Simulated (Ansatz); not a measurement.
All numbers below come from DFT PBE, scalar-relativistic, plane waves, PAW (Ansatz). Settings: cutoff 420 eV, Γ-centred meshes spaced at most about 0.3 Å⁻¹, and about 0.25 Å⁻¹ or finer for metals (2π included), Gaussian smearing. No spin polarisation in the final relaxations.

All energies are static (0 K, no zero-point motion).

Compare these two cells of ScSiS4, each relaxed at this level.

A.

```yaml
crystal:
  lattice:
    - [4.53169, 0.00000, 0.00000]
    - [0.00000, 4.53169, 0.00000]
    - [0.00000, 0.00000, 8.33528]
  atoms:
    - { symbol: Sc, position: [0.00000, 0.00000, 0.95402] }
    - { symbol: Si, position: [0.50000, 0.50000, 0.69897] }
    - { symbol: S, position: [0.00000, 0.00000, 0.23744] }
    - { symbol: S, position: [0.00000, 0.00000, 0.47245] }
    - { symbol: S, position: [0.50000, 0.00000, 0.81959] }
    - { symbol: S, position: [0.00000, 0.50000, 0.81959] }
```

B.

```yaml
crystal:
  lattice:
    - [2.46232, -4.49724, 0.00000]
    - [2.46232, 4.49724, 0.00000]
    - [0.00000, 0.00000, 5.00335]
  atoms:
    - { symbol: Sc, position: [0.00000, 0.00000, 0.00000] }
    - { symbol: Si, position: [0.50000, 0.50000, 0.50000] }
    - { symbol: S, position: [0.63780, 0.36220, 0.00000] }
    - { symbol: S, position: [0.11797, 0.88203, 0.50000] }
    - { symbol: S, position: [0.88203, 0.11797, 0.50000] }
    - { symbol: S, position: [0.36220, 0.63780, 0.00000] }
```

Question: Which is lower in energy, and by how much?

Answer: A is lower, by 67 meV/atom. A has space group P4mm (No. 99), 28.5 Å³/atom and no gap on its mesh; B has space group Cmmm (No. 65), 18.5 Å³/atom and no gap. Counting S or Si atoms around Sc (for each partner element, those within 1.25 times its shortest distance or 1.15 times the sum of covalent radii, where it is the nearest in units of that sum or under 1.3; a plus sign parts groups by distance over the sum of covalent radii), A has Sc 5 and B has Sc 8+6. A and B both hold S–S pairs. In A, around Sc lie 1 S at 2.36 Å and 4 S at 2.53 Å; Si is surrounded by 4 S at 2.48 Å; S on a site of symmetry 4mm has 1 S at 1.96 Å and 1 Sc at 2.36 Å; 2 more sites not described. In B, around Sc lie 8 S at 2.72–2.76 Å, 2 S at 3.26 Å and 4 Si at 3.51 Å; Si is surrounded by 8 S at 2.68–2.79 Å, 2 S at 3.44 Å and 4 Sc at 3.51 Å; S on its first site is surrounded by 1 S at 2.48 Å, 2 Sc at 2.76 Å, 2 Si at 2.79 Å, 4 S at 3.18–3.33 Å and 1 Sc at 3.26 Å; 1 more site not described. Both come from invented guesses.

Weakly bound directions are ill-defined at this level, which has no dispersion term (P4mm), and this can change margins and order among such cells. In P4mm, Cmmm an odd number of electrons in the primitive cell allows no gap without spin; a larger cell or a magnetic state could open one. A magnetic state wasn't ruled out in cells without spin, among them P4mm. Cells relaxed within their symmetry can be saddle points.
